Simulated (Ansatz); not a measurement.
**Orbital character of the bands of NaHF$_{2}$**

```
Na H F
1.0
     1.72845    0.99792    4.63887
    -1.72845    0.99792    4.63887
     0.00000   -1.99584    4.63887
Na H F
1 1 2
Direct
  0.00000 0.00000 0.00000
  0.50000 0.50000 0.50000
  0.41000 0.41000 0.41000
  0.59000 0.59000 0.59000
```

Atom numbers follow the list: Na1, H2, F3, F4.

The cell comes from COD entry 1010284, which wasn't checked; take it as a given geometry. It is an old determination, and later ones may differ.

Theory: DFT, LDA, all-electron LAPW, scalar-relativistic in Ansatz 0.2.0.

Settings: a Γ-centred 10×10×10 k mesh, Fermi–Dirac smearing of 0.02 eV, basis error target 1 meV/atom, no spin polarisation.

Weights are projections on a minimal set of Löwdin-orthogonalised atomic shells, summed over atoms of an element; the rest lies outside that basis, and weights on diffuse cation s shells are inflated where empty shells are missing from it. Energies are in eV from the valence-band top.

Points: F (0.500, 0.000, 0.500), T (0.500, 0.500, 0.500).

```
           state                       character
     F, -3.82 eV  F 2p 77 %, H 1s 18 %, F 2s 4 %
     F, -1.35 eV                               ?
     F, -0.92 eV                               ?
     F, -0.74 eV                       F 2p 99 %
     F, -0.58 eV                       F 2p 99 %
     F, -0.12 eV                      F 2p 100 %
     T, -3.70 eV                               ?
     T, -1.32 eV                               ?
T, -0.62 eV (×2)                       F 2p 99 %
 T, 0.00 eV (×2)                      F 2p 100 %
```

(1) What belongs in the row "T, -1.32 eV", column "character"?

(2) What belongs in the row "F, -1.35 eV", column "character"?

(3) Fill in "character" for the row "T, -3.70 eV".

(4) What belongs in the row "F, -0.92 eV", column "character"?

Results:

(1) F 2p 94 %, Na 3s 5 %.

(2) F 2p 98 %.

(3) F 2p 74 %, H 1s 18 %, F 2s 6 %.

(4) F 2p 95 %.
